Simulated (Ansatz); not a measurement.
The relaxed structure here is a generated cell of TiAl: the first start was made by placing the elements on the sites of a structure type, and the end was not matched to a known phase here, so it may be hypothetical. Known forms of TiAl include space group No. 123.

A relaxed cell of TiAl (Fd-3m (No. 227)), relaxed on a k-mesh at least as fine as the one used below. The numbers are results of r2SCAN (plane waves to 500 eV, PAW, scalar-relativistic; Ansatz, a first-principles code), not measurements. Γ-centred k-mesh 5×9×9 on the run's cell (coarser than for final values), Fermi–Dirac smearing 0.05 eV.

```
CELL_PARAMETERS angstrom
      0.00000     6.34945     6.34945
      3.17473     0.00000     3.17473
      3.17473     3.17473     0.00000
ATOMIC_POSITIONS crystal
  Al 0.12500 0.25000 0.25000
  Al 0.62500 0.25000 0.25000
  Al 0.00000 0.00000 0.00000
  Al 0.50000 0.00000 0.00000
  Ti 0.25000 0.50000 0.50000
  Ti 0.75000 0.50000 0.50000
  Ti 0.37500 0.75000 0.75000
  Ti 0.87500 0.75000 0.75000
```

The atoms are displaced by (Å):

```tsv
atom	ux	uy	uz
Al1	-0.001	-0.041	0.072
Al2	0.083	-0.005	0.018
Al3	0.025	0.073	-0.073
Al4	-0.052	-0.103	0.006
Ti5	0.037	0.039	0.133
Ti6	-0.031	0.037	-0.014
Ti7	0.047	0.001	0.045
Ti8	0.036	0.064	-0.038
```

**Question.** What forces (eV/Å) and pressure result?

**Answer.** 
```json
[
 {"atom": "Al1", "Fx": "0.18", "Fy": "0.44", "Fz": "-0.20"},
 {"atom": "Al2", "Fx": "-0.87", "Fy": "0.03", "Fz": "0.10"},
 {"atom": "Al3", "Fx": "0.15", "Fy": "-0.33", "Fz": "0.39"},
 {"atom": "Al4", "Fx": "0.64", "Fy": "0.76", "Fz": "0.26"},
 {"atom": "Ti5", "Fx": "0.08", "Fy": "-0.51", "Fz": "-0.45"},
 {"atom": "Ti6", "Fx": "0.34", "Fy": "0.06", "Fz": "0.14"},
 {"atom": "Ti7", "Fx": "-0.37", "Fy": "-0.48", "Fz": "-0.15"},
 {"atom": "Ti8", "Fx": "-0.16", "Fy": "0.03", "Fz": "-0.09"}
]
```

Pressure +0.8 GPa.

The undisplaced cell is probably no minimum: from this displacement the run went on to I4₁/amd (No. 141), 0.33 eV/atom below it.

No spin polarisation in the result. A magnetic state may lie lower.
